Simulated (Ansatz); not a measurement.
**Question.** Name crystals whose computed values (plane-wave PAW LDA (Ansatz code)) fall in these windows: B₀ by P(V) fit (GPa) 66 to 81; highest Γ mode, no LO–TO term (cm⁻¹) 230 to 270.

**Answer.** 

```json
[
 {"crystal": "Sc3Al, Cu3Au type", "B₀ by P(V) fit (GPa)": "72.3", "highest Γ mode, no LO–TO term (cm⁻¹)": "254"},
 {"crystal": "GaAs, wurtzite", "B₀ by P(V) fit (GPa)": "73.8", "highest Γ mode, no LO–TO term (cm⁻¹)": "270"},
 {"crystal": "LaTeCl, P4/nmm (La on 2c, Te on 2c, Cl on 2a)", "B₀ by P(V) fit (GPa)": "67.5", "highest Γ mode, no LO–TO term (cm⁻¹)": "243"},
 {"crystal": "CaS, rock salt", "B₀ by P(V) fit (GPa)": "67.6", "highest Γ mode, no LO–TO term (cm⁻¹)": "243"},
 {"crystal": "BaO, P6_3/mmc (Ba on 2d, O on 2c)", "B₀ by P(V) fit (GPa)": "68.4", "highest Γ mode, no LO–TO term (cm⁻¹)": "266"}
]
```
Others may fit too.

Not the usual ambient phase: GaAs, wurtzite; BaO, P6_3/mmc (Ba on 2d, O on 2c). Standing as an ambient phase not checked: Sc3Al, Cu3Au type; LaTeCl, P4/nmm (La on 2c, Te on 2c, Cl on 2a). All cells were relaxed under the symmetry of their starts (and spin orders); stability against distortions was not tested throughout. Rows with no word on spin ran without spin polarisation. Spin–orbit coupling is left out wherever it is not named.

Potentials: the later of the program's two PAW sets.
